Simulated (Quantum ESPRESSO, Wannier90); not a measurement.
# Wannier functions of KSrCO3F (P-6m2)

```
CELL_PARAMETERS angstrom
      5.31426     0.00000     0.00000
     -2.65713     4.60228     0.00000
      0.00000     0.00000     4.76639
ATOMIC_POSITIONS crystal
  K  0.66667 0.33333 0.00000
  Sr 0.33333 0.66667 0.50000
  C  0.00000 0.00000 0.50000
  O  0.85839 0.71678 0.50000
  O  0.85839 0.14161 0.50000
  O  0.28322 0.14161 0.50000
  F  0.33333 0.66667 0.00000
```

Materials Project entry mp-865427; symmetrised, unrelaxed at this level. COD (Crystallography Open Database) has an entry of this formula and space group (matched by these alone). Computed values, not measurements, from PBEsol: Quantum ESPRESSO (norm-conserving PseudoDojo potentials, cutoff 68 Ry, no spin polarisation, no spin-orbit coupling) on a Γ-centred 4×4×4 mesh, then Wannier90. Density: 12×12×6 mesh, cold smearing 0.01 Ry.

Functional, cutoff and mesh named above are those of the base row (4×4×4); the first column says what each row takes instead. Model: 16 functions from bands 3-6,13-24, start SCDM (isolated) (the valence bands). Energies are relative to the valence-band maximum; the misfit is to pw.x on a path, for all bands of the set. Only the mesh of Bloch states changes. Ω_total can sit in another minimum from row to row; Ω_I of an isolated set cannot. A star marks runs that hit the step limit.

| mesh | Ω_I (Å²) | Ω_total (Å²) | rms misfit (meV) | k-points (cost) | rough cost of nscf and overlaps (first row = 1) |
|---|---|---|---|---|---|
| 2×2×2 | 8.43 | 9.91 | 19 | 8 | 1.0 |
| 3×3×3 | … | 10.70 | 3.2 | 27 | 2.9 |
| 4×4×4 | 9.55 | 10.99 | 0.4 | 64 | 5 |
| 5×5×5 | 9.70 | 11.14* | 0.3 | 125 | 14 |

Q: Fill in the missing entries.

A: 
- 3×3×3, Ω_I (Å²): 9.24
